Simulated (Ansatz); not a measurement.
AlRu:
Space group Cmcm (No. 63); a = 2.979 Å, b = 9.081 Å, c = 4.082 Å, α = 90.00°, β = 90.00°, γ = 90.00°

```tsv
atom	site	symmetry	x	y	z
Al	4c	m2m	0.0000	0.4076	0.2500
Ru	4c	m2m	0.0000	0.1357	0.2500
```
(The calculation used a cell of 4 atoms; values per cell refer to that cell.)

Relaxed with r²SCAN.

Task: Tabulate the valence density and the electron localisation function along the shortest Ru–Ru contact (2.98 Å), r²SCAN in the plane-wave PAW code Ansatz.

Result: 

```
distance from Ru (Å)  density (e/Å³)   ELF
--------------------  --------------  ----
0.30                            9.77  0.56
0.45                            7.13  0.58
0.60                            4.42  0.52
0.74                            2.28  0.41
0.89                            0.99  0.27
1.04                            0.53  0.20
1.19                            0.35  0.21
1.34                            0.29  0.30
1.49                            0.28  0.36
1.64                            0.29  0.30
1.79                            0.35  0.21
1.94                            0.53  0.20
2.09                            0.99  0.27
2.23                            2.28  0.41
2.38                            4.42  0.52
2.53                            7.13  0.58
2.68                            9.77  0.56
```

The density is the valence pseudo-density with augmentation charge, so density and ELF within about 1 Å of a nucleus are not all-electron values.

The start of the workflow was typed in or built on a structure type; neither database checked (COD, Materials Project) lists it. COD files the formula under space group No. 221, so this cell is another polymorph or a model. Its standing as an ambient phase is unchecked. The cell was relaxed with r²SCAN under the symmetry of its start; whether a distortion lowers the energy is not shown. The run is not spin-polarised. Axis ratios of metals converge slowly with the k-mesh, so a and c are less sure than the volume.

Potentials: the earlier of the program's two PAW sets.
